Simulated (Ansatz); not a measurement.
NaCl:
```cif
data_ClNa
_chemical_formula_sum 'Na1 Cl1'
_space_group_name_H-M_alt 'P 1'
_space_group_IT_number 1
_cell_length_a 3.86382
_cell_length_b 3.86382
_cell_length_c 3.86382
_cell_angle_alpha 60.000
_cell_angle_beta 60.000
_cell_angle_gamma 60.000
loop_
_space_group_symop_operation_xyz
  'x, y, z'
loop_
_atom_site_label
_atom_site_type_symbol
_atom_site_fract_x
_atom_site_fract_y
_atom_site_fract_z
_atom_site_occupancy
Na1 Na 0.00000 0.00000 0.00000 1
Cl1 Cl 0.50000 0.50000 0.50000 1
```

Relaxed with LDA.

**Question.** Which orbitals make up the states near the band edges in DFT-LDA in the program Ansatz with PAW potentials?

**Answer.** Top 1 eV of the valence band: Cl 3p 99 %. Bottom 1 eV of the conduction band: Na 3s 67 %, Cl 3s 23 %, Cl 3p 7 %. Projections are on Löwdin-orthogonalised atomic valence shells; empty p or d shells of many metals are not among them.

**Question.** Tabulate the density of states.

**Answer.** States/eV per cell of 2 atoms, in 0.25 eV bins, energy from the valence-band maximum.

| E (eV) | total | Cl 3p | Na 3s | Cl 3s |
|---|---|---|---|---|
| -7.85 | 0.00 | 0.00 | 0.00 | 0.00 |
| -7.60 | 0.00 | 0.00 | 0.00 | 0.00 |
| -7.35 | 0.00 | 0.00 | 0.00 | 0.00 |
| -7.10 | 0.00 | 0.00 | 0.00 | 0.00 |
| -6.85 | 0.00 | 0.00 | 0.00 | 0.00 |
| -6.60 | 0.00 | 0.00 | 0.00 | 0.00 |
| -6.35 | 0.00 | 0.00 | 0.00 | 0.00 |
| -6.10 | 0.00 | 0.00 | 0.00 | 0.00 |
| -5.85 | 0.00 | 0.00 | 0.00 | 0.00 |
| -5.60 | 0.00 | 0.00 | 0.00 | 0.00 |
| -5.35 | 0.00 | 0.00 | 0.00 | 0.00 |
| -5.10 | 0.00 | 0.00 | 0.00 | 0.00 |
| -4.85 | 0.00 | 0.00 | 0.00 | 0.00 |
| -4.60 | 0.00 | 0.00 | 0.00 | 0.00 |
| -4.35 | 0.00 | 0.00 | 0.00 | 0.00 |
| -4.10 | 0.00 | 0.00 | 0.00 | 0.00 |
| -3.85 | 0.00 | 0.00 | 0.00 | 0.00 |
| -3.60 | 0.00 | 0.00 | 0.00 | 0.00 |
| -3.35 | 0.00 | 0.00 | 0.00 | 0.00 |
| -3.10 | 0.00 | 0.00 | 0.00 | 0.00 |
| -2.85 | 0.00 | 0.00 | 0.00 | 0.00 |
| -2.60 | 0.00 | 0.00 | 0.00 | 0.00 |
| -2.35 | 0.12 | 0.10 | 0.02 | 0.00 |
| -2.10 | 1.09 | 0.93 | 0.14 | 0.00 |
| -1.85 | 4.09 | 3.69 | 0.34 | 0.02 |
| -1.60 | 1.54 | 1.37 | 0.13 | 0.02 |
| -1.35 | 1.33 | 1.24 | 0.06 | 0.01 |
| -1.10 | 1.93 | 1.85 | 0.04 | 0.01 |
| -0.85 | 2.79 | 2.72 | 0.03 | 0.01 |
| -0.60 | 5.06 | 4.99 | 0.02 | 0.00 |
| -0.35 | 4.73 | 4.69 | 0.00 | 0.00 |
| -0.10 | 1.34 | 1.33 | 0.00 | 0.00 |
| 0.15 | 0.00 | 0.00 | 0.00 | 0.00 |
| 0.40 | 0.00 | 0.00 | 0.00 | 0.00 |
| 0.65 | 0.00 | 0.00 | 0.00 | 0.00 |
| 0.90 | 0.00 | 0.00 | 0.00 | 0.00 |
| 1.15 | 0.00 | 0.00 | 0.00 | 0.00 |
| 1.40 | 0.00 | 0.00 | 0.00 | 0.00 |
| 1.65 | 0.00 | 0.00 | 0.00 | 0.00 |
| 1.90 | 0.00 | 0.00 | 0.00 | 0.00 |
| 2.15 | 0.00 | 0.00 | 0.00 | 0.00 |
| 2.40 | 0.00 | 0.00 | 0.00 | 0.00 |
| 2.65 | 0.00 | 0.00 | 0.00 | 0.00 |
| 2.90 | 0.00 | 0.00 | 0.00 | 0.00 |
| 3.15 | 0.00 | 0.00 | 0.00 | 0.00 |
| 3.40 | 0.00 | 0.00 | 0.00 | 0.00 |
| 3.65 | 0.00 | 0.00 | 0.00 | 0.00 |
| 3.90 | 0.00 | 0.00 | 0.00 | 0.00 |
| 4.15 | 0.00 | 0.00 | 0.00 | 0.00 |
| 4.40 | 0.00 | 0.00 | 0.00 | 0.00 |
| 4.65 | 0.00 | 0.00 | 0.00 | 0.00 |
| 4.90 | 0.00 | 0.00 | 0.00 | 0.00 |
| 5.15 | 0.01 | 0.00 | 0.00 | 0.00 |
| 5.40 | 0.04 | 0.00 | 0.03 | 0.01 |
| 5.65 | 0.06 | 0.00 | 0.04 | 0.01 |
| 5.90 | 0.09 | 0.01 | 0.06 | 0.02 |
| 6.15 | 0.12 | 0.01 | 0.08 | 0.02 |
| 6.40 | 0.15 | 0.02 | 0.10 | 0.03 |
| 6.65 | 0.21 | 0.02 | 0.14 | 0.03 |
| 6.90 | 0.30 | 0.03 | 0.19 | 0.04 |
| 7.15 | 0.63 | 0.05 | 0.30 | 0.05 |
| 7.40 | 0.75 | 0.06 | 0.35 | 0.04 |
| 7.65 | 1.20 | 0.07 | 0.61 | 0.05 |
| 7.90 | 1.68 | 0.07 | 0.70 | 0.04 |
| 8.15 | 1.56 | 0.05 | 0.48 | 0.02 |
| 8.40 | 1.39 | 0.04 | 0.37 | 0.01 |
| 8.65 | 1.08 | 0.03 | 0.29 | 0.00 |
| 8.90 | 0.88 | 0.02 | 0.23 | 0.00 |
| 9.15 | 1.26 | 0.04 | 0.34 | 0.00 |
| 9.40 | 1.56 | 0.06 | 0.41 | 0.01 |
| 9.65 | 1.62 | 0.05 | 0.25 | 0.01 |
| 9.90 | 1.95 | 0.06 | 0.29 | 0.01 |

Space group Fm-3m (rock salt). Symmetry was held in the LDA relaxation.

Potentials: the earlier of the program's two PAW sets. The files were generated under PBE; for other functionals the program regenerates the frozen cores, and for LDA and PBEsol the local potential too.
